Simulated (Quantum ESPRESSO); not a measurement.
## Hf3AlO7F (finding a planted mistake in a log)

Computed values, not a measurement. The program is pw.x of Quantum ESPRESSO 7.5 (plane-wave density functional theory). The cell is made up: 12 atoms on a fluorite lattice, with randomly drawn elements, strain and displacements, not relaxed. PseudoDojo standard norm-conserving files (v0.5 for PBE, v0.4.1 for LDA and PBEsol) set the functional; there is no spin polarisation, spin-orbit coupling or dispersion term, and the masses in the input are unused placeholders.

The hafnium pseudopotential is less sure than the others, with forces about 3 percent (worst 6) and pressure in oxides about 1.5 GPa (worst 2.7) from a second method in checks, which no rerun with the same files tests.

Intended input:

```
&control calculation='scf', pseudo_dir='./dojo.nc.sr.pbe.v0_5.standard.upf', outdir='./o', disk_io='low', tprnfor=.true., tstress=.true. /
&system ibrav=0, nat=12, ntyp=4, nbnd=50, ecutwfc=84.00895049, nosym=.true., tot_charge=0,
 occupations='smearing', smearing='fd', degauss=0.0018374661
/
&electrons conv_thr=7.350e-09, electron_maxstep=60, /
ATOMIC_SPECIES
Al 1.0 Al.upf
F 1.0 F.upf
Hf 1.0 Hf.upf
O 1.0 O.upf
CELL_PARAMETERS angstrom
5.3186 0.0474 0.0382
0.0474 5.1759 0.0977
0.0382 0.0977 5.2589
ATOMIC_POSITIONS angstrom
Hf -0.0088 -0.0118 0.0708
Hf 0.0415 2.5384 2.7012
Hf 2.7246 0.0484 2.6122
Al 2.6944 2.5854 0.0367
O 1.3492 1.3878 1.3007
O 1.4105 1.3671 4.0055
O 1.3918 3.9057 1.4209
O 1.3719 3.9589 3.9969
O 3.9709 1.3062 1.404
O 4.009 1.4278 4.0159
O 4.0549 3.9665 1.4151
F 4.0615 3.9982 4.1042
K_POINTS automatic
4 4 4 1 1 1
```

The log is shortened where brackets say so; the opening notice, blank lines, dates and the lines on written files are dropped, and the path of the files is cut. It prints rydbergs, bohrs and kilobars, and counts compression as positive stress. Where no state is partly filled, the Fermi energy that it prints is only some level between the filled and the empty states on the mesh, and need not lie in the true gap.

Log of the intended run:

```
     Program PWSCF v.7.5
     Parallel version (MPI & OpenMP), running on       4 processor cores
     Number of MPI processes:                 4
     Threads/MPI process:                     1
     [start-up lines left out]
     bravais-lattice index     =            0
     lattice parameter (alat)  =      10.0514  a.u.
     unit-cell volume          =     976.4844 (a.u.)^3
     number of atoms/cell      =           12
     number of atomic types    =            4
     number of electrons       =        88.00
     number of Kohn-Sham states=           50
     kinetic-energy cutoff     =      84.0090  Ry
     charge density cutoff     =     336.0358  Ry
     scf convergence threshold =      7.3E-09
     mixing beta               =       0.7000
     number of iterations used =            8  plain     mixing
     Exchange-correlation= PBE
                           (   1   4   3   4   0   0   0)
     [axes and pseudopotential details left out]
   Cartesian axes
     site n.     atom                  positions (alat units)
         1        Hf     tau(   1) = (  -0.0016545  -0.0022185   0.0133109  )
         2        Hf     tau(   2) = (   0.0078023   0.4772372   0.5078447  )
         3        Hf     tau(   3) = (   0.5122441   0.0090995   0.4911121  )
         4        Al     tau(   4) = (   0.5065663   0.4860735   0.0068999  )
         5        O      tau(   5) = (   0.2536592   0.2609162   0.2445408  )
         6        O      tau(   6) = (   0.2651840   0.2570245   0.7530624  )
         7        O      tau(   7) = (   0.2616683   0.7342993   0.2671393  )
         8        O      tau(   8) = (   0.2579269   0.7443013   0.7514455  )
         9        O      tau(   9) = (   0.7465573   0.2455749   0.2639620  )
        10        O      tau(  10) = (   0.7537204   0.2684365   0.7550177  )
        11        O      tau(  11) = (   0.7623499   0.7457301   0.2660488  )
        12        F      tau(  12) = (   0.7635908   0.7516899   0.7716187  )
     number of k points=    32  Fermi-Dirac smearing, width (Ry)=  0.0018
                       cart. coord. in units 2pi/alat
        k(    1) = (   0.1230092   0.1250024   0.1232115), wk =   0.0625000
        k(    2) = (   0.1212348   0.1202439   0.3761674), wk =   0.0625000
     [further k points left out]
     Dense  grid:   101599 G-vectors     FFT dimensions: (  60,  60,  60)
     Estimated max dynamical RAM per process >     249.30 MB
     Estimated total dynamical RAM >     922.77 MB
     Initial potential from superposition of free atoms
     starting charge      87.9920, renormalised to      88.0000
     Starting wfcs are   66 randomized atomic wfcs
     total cpu time spent up to now is        5.6 secs
     per-process dynamical memory:   184.5 Mb
     Self-consistent Calculation
     iteration #  1     ecut=    84.01 Ry     beta= 0.70
     Davidson diagonalization with overlap
     ethr =  1.00E-02,  avg # of iterations =  2.0
     total cpu time spent up to now is       11.7 secs
     total energy              =    -623.15504640 Ry
     estimated scf accuracy    <       4.30921094 Ry
     iteration #  2     ecut=    84.01 Ry     beta= 0.70
     Davidson diagonalization with overlap
     ethr =  4.90E-03,  avg # of iterations =  6.1
     total cpu time spent up to now is       19.3 secs
     total energy              =    -622.25925617 Ry
     estimated scf accuracy    <      13.58535613 Ry
     [iterations 3 to 13 left out]
     iteration # 14     ecut=    84.01 Ry     beta= 0.70
     Davidson diagonalization with overlap
     ethr =  4.77E-11,  avg # of iterations =  2.5
     total cpu time spent up to now is       95.8 secs
     total energy              =    -625.29491630 Ry
     estimated scf accuracy    <       0.00000001 Ry
     iteration # 15     ecut=    84.01 Ry     beta= 0.70
     Davidson diagonalization with overlap
     ethr =  1.20E-11,  avg # of iterations =  2.9
     total cpu time spent up to now is      101.2 secs
     End of self-consistent calculation
     [lines on levels left out]
     the Fermi energy is    10.0679 ev
!    total energy              =    -625.29491630 Ry
     estimated scf accuracy    <          2.0E-09 Ry
     smearing contrib. (-TS)   =      -0.00000000 Ry
     internal energy E=F+TS    =    -625.29491630 Ry
     The total energy is F=E-TS. E is the sum of the following terms:
     one-electron contribution =    -154.20194350 Ry
     hartree contribution      =     125.00897325 Ry
     xc contribution           =    -157.02059116 Ry
     ewald contribution        =    -439.08135489 Ry
     convergence has been achieved in  15 iterations
     Forces acting on atoms (cartesian axes, Ry/au):
     atom    1 type  3   force =     0.09427608    0.04471774    0.04720587
     atom    2 type  3   force =     0.09847727   -0.03684899   -0.05000361
     atom    3 type  3   force =    -0.10350453    0.04835508   -0.05185054
     atom    4 type  1   force =    -0.07415609   -0.05056287    0.03341402
     atom    5 type  4   force =    -0.01661679   -0.02217246    0.02094401
     atom    6 type  4   force =    -0.01806558    0.00022357   -0.02386776
     atom    7 type  4   force =     0.00360968    0.02507844   -0.01159248
     atom    8 type  4   force =     0.00675209   -0.01153301    0.01942406
     atom    9 type  4   force =     0.01532173    0.02153831   -0.00728603
     atom   10 type  4   force =     0.00617112    0.00971209    0.01178161
     atom   11 type  4   force =    -0.00106496   -0.02317812    0.01470171
     atom   12 type  2   force =    -0.01120001   -0.00532978   -0.00287087
     Total force =     0.238660     Total SCF correction =     0.000110
     Computing stress (Cartesian axis) and pressure
          total   stress  (Ry/bohr**3)                   (kbar)     P=     -218.85
  -0.00186984   0.00002207  -0.00001376         -275.06        3.25       -2.02
   0.00002207  -0.00109174  -0.00006251            3.25     -160.60       -9.20
  -0.00001376  -0.00006251  -0.00150152           -2.02       -9.20     -220.88
     init_run     :      5.03s CPU      5.23s WALL (       1 calls)
     electrons    :     94.48s CPU     95.64s WALL (       1 calls)
     forces       :      1.26s CPU      1.31s WALL (       1 calls)
     stress       :      4.12s CPU      4.27s WALL (       1 calls)
     [timing details left out]
     PWSCF        :   1m45.25s CPU   1m46.89s WALL
     JOB DONE.
```

A second run was made from an input with one planted mistake. Its log:

```
     Program PWSCF v.7.5
     Parallel version (MPI & OpenMP), running on       4 processor cores
     Number of MPI processes:                 4
     Threads/MPI process:                     1
     [start-up lines left out]
     bravais-lattice index     =            0
     lattice parameter (alat)  =       9.9478  a.u.
     unit-cell volume          =     946.6136 (a.u.)^3
     number of atoms/cell      =           12
     number of atomic types    =            4
     number of electrons       =        88.00
     number of Kohn-Sham states=           50
     kinetic-energy cutoff     =      84.0090  Ry
     charge density cutoff     =     336.0358  Ry
     scf convergence threshold =      7.3E-09
     mixing beta               =       0.7000
     number of iterations used =            8  plain     mixing
     Exchange-correlation= PBE
                           (   1   4   3   4   0   0   0)
     [axes and pseudopotential details left out]
   Cartesian axes
     site n.     atom                  positions (alat units)
         1        Hf     tau(   1) = (  -0.0016527  -0.0022226   0.0133165  )
         2        Hf     tau(   2) = (   0.0078075   0.4772475   0.5078508  )
         3        Hf     tau(   3) = (   0.5122390   0.0090993   0.4911149  )
         4        Al     tau(   4) = (   0.5065590   0.4860809   0.0068957  )
         5        O      tau(   5) = (   0.2536594   0.2609161   0.2445412  )
         6        O      tau(   6) = (   0.2651903   0.2570218   0.7530568  )
         7        O      tau(   7) = (   0.2616759   0.7343073   0.2671469  )
         8        O      tau(   8) = (   0.2579336   0.7442995   0.7514421  )
         9        O      tau(   9) = (   0.7465600   0.2455670   0.2639555  )
        10        O      tau(  10) = (   0.7537217   0.2684387   0.7550134  )
        11        O      tau(  11) = (   0.7623461   0.7457242   0.2660451  )
        12        F      tau(  12) = (   0.7635998   0.7516891   0.7716163  )
     number of k points=    32  Fermi-Dirac smearing, width (Ry)=  0.0018
                       cart. coord. in units 2pi/alat
        k(    1) = (   0.1230096   0.1250018   0.1232118), wk =   0.0625000
        k(    2) = (   0.1212355   0.1202430   0.3761685), wk =   0.0625000
     [further k points left out]
     Dense  grid:    98447 G-vectors     FFT dimensions: (  60,  60,  60)
     Estimated max dynamical RAM per process >     242.56 MB
     Estimated total dynamical RAM >     898.13 MB
     Initial potential from superposition of free atoms
     starting charge      87.9920, renormalised to      88.0000
     Starting wfcs are   66 randomized atomic wfcs
     total cpu time spent up to now is        3.3 secs
     per-process dynamical memory:   172.4 Mb
     Self-consistent Calculation
     iteration #  1     ecut=    84.01 Ry     beta= 0.70
     Davidson diagonalization with overlap
     ethr =  1.00E-02,  avg # of iterations =  2.0
     total cpu time spent up to now is        7.9 secs
     total energy              =    -623.25591080 Ry
     estimated scf accuracy    <       4.22244106 Ry
     iteration #  2     ecut=    84.01 Ry     beta= 0.70
     Davidson diagonalization with overlap
     ethr =  4.80E-03,  avg # of iterations =  5.7
     total cpu time spent up to now is       14.7 secs
     total energy              =    -622.84808303 Ry
     estimated scf accuracy    <      11.09105537 Ry
     [iterations 3 to 12 left out]
     iteration # 13     ecut=    84.01 Ry     beta= 0.70
     Davidson diagonalization with overlap
     ethr =  8.02E-11,  avg # of iterations =  5.1
     total cpu time spent up to now is       80.8 secs
     total energy              =    -625.33504472 Ry
     estimated scf accuracy    <       0.00000003 Ry
     iteration # 14     ecut=    84.01 Ry     beta= 0.70
     Davidson diagonalization with overlap
     ethr =  2.95E-11,  avg # of iterations =  2.0
     total cpu time spent up to now is       85.9 secs
     End of self-consistent calculation
     [lines on levels left out]
     the Fermi energy is    10.6654 ev
!    total energy              =    -625.33504473 Ry
     estimated scf accuracy    <          2.4E-09 Ry
     smearing contrib. (-TS)   =      -0.00000000 Ry
     internal energy E=F+TS    =    -625.33504473 Ry
     The total energy is F=E-TS. E is the sum of the following terms:
     one-electron contribution =    -147.65386859 Ry
     hartree contribution      =     123.24674240 Ry
     xc contribution           =    -157.27545638 Ry
     ewald contribution        =    -443.65246216 Ry
     convergence has been achieved in  14 iterations
     Forces acting on atoms (cartesian axes, Ry/au):
     atom    1 type  3   force =     0.09839251    0.04703021    0.04501159
     atom    2 type  3   force =     0.10032072   -0.03462839   -0.05199449
     atom    3 type  3   force =    -0.10928266    0.04909408   -0.05001258
     atom    4 type  1   force =    -0.07559927   -0.05058415    0.03475494
     atom    5 type  4   force =    -0.01476429   -0.02188830    0.01897496
     atom    6 type  4   force =    -0.01492640    0.00136350   -0.02193395
     atom    7 type  4   force =     0.00726843    0.02333476   -0.01330102
     atom    8 type  4   force =     0.00755394   -0.01428690    0.02223272
     atom    9 type  4   force =     0.01570363    0.02787892   -0.01105731
     atom   10 type  4   force =     0.00204196    0.01009582    0.01502343
     atom   11 type  4   force =    -0.00449355   -0.02978589    0.01326194
     atom   12 type  2   force =    -0.01221502   -0.00762366   -0.00096023
     Total force =     0.245528     Total SCF correction =     0.000057
     Computing stress (Cartesian axis) and pressure
          total   stress  (Ry/bohr**3)                   (kbar)     P=     -175.74
  -0.00159280   0.00003184  -0.00003732         -234.31        4.68       -5.49
   0.00003184  -0.00078255  -0.00008348            4.68     -115.12      -12.28
  -0.00003732  -0.00008348  -0.00120856           -5.49      -12.28     -177.79
     init_run     :      3.09s CPU      3.24s WALL (       1 calls)
     electrons    :     82.13s CPU     82.58s WALL (       1 calls)
     forces       :      1.27s CPU      1.29s WALL (       1 calls)
     stress       :      4.25s CPU      4.38s WALL (       1 calls)
     [timing details left out]
     PWSCF        :   1m30.86s CPU   1m31.63s WALL
     JOB DONE.
```

Question: what was wrong in the second input?

Answer: the cell and the positions are scaled by a wrong factor. The input lines that differ, file-writing options aside:

```
- 5.3186 0.0474 0.0382
+ 5.2638 0.0469 0.0378
- 0.0474 5.1759 0.0977
+ 0.0469 5.1226 0.0967
- 0.0382 0.0977 5.2589
+ 0.0378 0.0967 5.2047
- Hf -0.0088 -0.0118 0.0708
+ Hf -0.0087 -0.0117 0.0701
- Hf 0.0415 2.5384 2.7012
+ Hf 0.0411 2.5123 2.6734
- Hf 2.7246 0.0484 2.6122
+ Hf 2.6965 0.0479 2.5853
- Al 2.6944 2.5854 0.0367
+ Al 2.6666 2.5588 0.0363
- O 1.3492 1.3878 1.3007
+ O 1.3353 1.3735 1.2873
- O 1.4105 1.3671 4.0055
+ O 1.396 1.353 3.9642
- O 1.3918 3.9057 1.4209
+ O 1.3775 3.8655 1.4063
- O 1.3719 3.9589 3.9969
+ O 1.3578 3.9181 3.9557
- O 3.9709 1.3062 1.404
+ O 3.93 1.2927 1.3895
- O 4.009 1.4278 4.0159
+ O 3.9677 1.4131 3.9745
- O 4.0549 3.9665 1.4151
+ O 4.0131 3.9256 1.4005
- F 4.0615 3.9982 4.1042
+ F 4.0197 3.957 4.0619
```

|  | intended run | run with the mistake |
| --- | --- | --- |
| free energy (eV) | -8507.571 | -8508.117 |
| smearing term -TS (eV) | 0.0000 | 0.0000 |
| pressure (GPa) | -21.88 | -17.57 |
| largest force component (eV/Å) | 2.661 | 2.810 |
| largest change of a force component (eV/Å) |  | 0.170 |
| iterations | 15 | 14 |

For scale, a rerun of the intended cell at a cutoff of 1437 eV and k mesh 6 x 6 x 6 moved values by no more than 0.002 eV in energy, 0.04 GPa in stress and 0.003 eV/Å in force.